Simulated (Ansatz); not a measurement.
## La2Ti2O7, one structure, two calculations

Cell: a Materials Project structure (computed, not necessarily an observed phase), atoms as given.

Space group Fd-3m:1 (No. 227); a = 10.4870 Å.

```csv
site,Wyckoff,site symmetry,x,y,z
La,16d,.-3m,0.3750,0.3750,0.6250
Ti,16c,.-3m,0.3750,0.3750,0.1250
O9,8b,-43m,0.2500,0.2500,0.7500
O11,48f,2.mm,0.7500,0.5522,0.2500
```

One atom of each set is listed; the run and its k-mesh use a cell of 22 atoms with edges of 7.42, 7.42, 7.42 Å.

First run. Method: Kohn–Sham DFT in Ansatz, PBE, plane waves and PAW, scalar-relativistic, 420 eV cutoff, Γ-centred 4×4×4 k-points, Fermi–Dirac smearing 0.02 eV.

| site | V_zz (10²¹ V/m²) | η |
| --- | --- | --- |
| La | -20.3 | 0.00 |
| Ti | 2.13 | 0.00 |
| O11 | -1.05 | 0.63 |

Second run. The same atoms and settings, except that spin–orbit coupling is included (fully relativistic PAW files).

(1) Given the first result, estimate the second.

## Answers

(1) 

| site | V_zz | η | change of V_zz |
| --- | --- | --- | --- |
| La | -20.3 | 0.00 | -0.09 |
| Ti | 2.13 | 0.00 | 0.00 |
| O11 | -1.05 | 0.63 | 0.00 |

The largest change of V_zz is on La, by 0.09. Sites without a gradient aren't listed.
